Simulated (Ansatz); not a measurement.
# Cu: opening a crack plane

Cu, P6_3/mmc, a = 2.531 Å, c = 4.130 Å. This isn't the element's structure at ambient conditions. Ansatz: r2SCAN, PAW, 500 eV, Γ-centred 27×27×5 mesh on 6 atoms, Gaussian smearing 0.15 eV; no spin polarisation. One cut on (001) per cell of 6 atoms is opened rigidly by x, between planes of Cu and Cu that stand 2.07 Å apart; y is the energy per area (5.546 Å², 1 eV/Å² = 16.02 J/m²).

| x (Å) | y (J/m²) |
| --- | --- |
| 0.00 | 0.000 |
| 0.50 | 0.793 |
| 1.00 | ? |
| 2.00 | 2.741 |
| 3.00 | 3.029 |
| 6.00 | 3.111 |

Fit the universal binding curve y = W[1 − (1 + x/l) e^(−x/l)] to the other rows, give the peak stress, and predict the missing value.

Least squares gives W = 3.09 J/m² and l = 0.523 Å. The stress dy/dx peaks at x = l with W/(e l) = 21.7 GPa, for rigid faces. The last row already stands above W and still climbs, so W understates the work of separation. At x = 1.00: x/l = 1.912, y = 1.760 J/m². The run gave 1.766 J/m², so the fit is 0.006 J/m² too low, within the rms miss on the fitted rows (0.021 J/m²).

Cost: 6 runs of about 25 core-minutes in all, on Arm Neoverse V1 (shared hosts).